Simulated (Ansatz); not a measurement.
A geometry of InBi away from equilibrium: step 2 of the relaxation of a generated trial cell of InBi in the AFLOW prototype AB_cI16_199_a_a (B_a). Calculation: r2SCAN (plane waves to 500 eV, PAW, scalar-relativistic; Ansatz, an electronic-structure program). Γ-centred k-mesh 6×6×6 on the run's cell (coarser than for final values), Fermi–Dirac smearing 0.05 eV. The plane waves were selected for a different cell earlier on the path.

```yaml
crystal:
  lattice:
    - [-4.04221, 4.04221, 4.04221]
    - [4.04221, -4.04221, 4.04221]
    - [4.04221, 4.04221, -4.04221]
  atoms:
    - { symbol: In, position: [0.91078, 0.91078, 0.91078] }
    - { symbol: In, position: [0.50000, 0.00000, 0.58922] }
    - { symbol: In, position: [0.00000, 0.58922, 0.50000] }
    - { symbol: In, position: [0.58922, 0.50000, 0.00000] }
    - { symbol: Bi, position: [0.41624, 0.41624, 0.41624] }
    - { symbol: Bi, position: [0.50000, 0.00000, 0.08376] }
    - { symbol: Bi, position: [0.00000, 0.08376, 0.50000] }
    - { symbol: Bi, position: [0.08376, 0.50000, 0.00000] }
```

Q: Give the Cartesian forces on all atoms (eV/Å).

A: 
```json
[
 {"atom": "In1", "Fx": "0.01", "Fy": "0.01", "Fz": "0.01"},
 {"atom": "In2", "Fx": "-0.01", "Fy": "-0.01", "Fz": "0.01"},
 {"atom": "In3", "Fx": "-0.01", "Fy": "0.01", "Fz": "-0.01"},
 {"atom": "In4", "Fx": "0.01", "Fy": "-0.01", "Fz": "-0.01"},
 {"atom": "Bi5", "Fx": "-0.21", "Fy": "-0.21", "Fz": "-0.21"},
 {"atom": "Bi6", "Fx": "0.21", "Fy": "0.21", "Fz": "-0.21"},
 {"atom": "Bi7", "Fx": "0.21", "Fy": "-0.21", "Fz": "0.21"},
 {"atom": "Bi8", "Fx": "-0.21", "Fy": "0.21", "Fz": "0.21"}
]
```

The path ends in I2₁3 (No. 199) (AFLOW prototype AB_cI16_199_a_a (B_a)). No spin polarisation in the result.

The run could not lose the symmetry of its start, so the end can be a saddle point.

The end of the path is a generated cell of InBi: the first start was made by placing the elements on the sites of a structure type, and the end was not matched to a known phase here, so it may be hypothetical.
